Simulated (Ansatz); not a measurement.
A: BaZrO₃ (cubic perovskite), a = b = c = 4.1806 Å, α = β = γ = 90.00°
B: PdSb2 (space group Pa-3), a = b = c = 6.464 Å, α = β = γ = 90.00°
C: TaN (rock salt), a = b = c = 4.3756 Å, α = β = γ = 90.00°

Scan: energy against volume (even scaling of the relaxed cell, symmetry kept). One method and one kind of scan serve all of them; meshes and ranges differ. All were relaxed with their symmetry unable to fall. BaZrO3 is run without spin polarisation. PdSb2 is run without spin polarisation. Spin-orbit coupling is left out. TaN is run without spin polarisation. This is a high-temperature form of TaN.

Task: Put the candidates in order of bulk modulus (fitted), highest first, for PBEsol (plane waves to 420 eV, PAW, scalar-relativistic; Ansatz, an electronic-structure program).

Result: C (356 GPa), A (163 GPa), B (102 GPa)

(Under strain, the slope of the energy per volume gives the stress and its curvature an elastic modulus.)
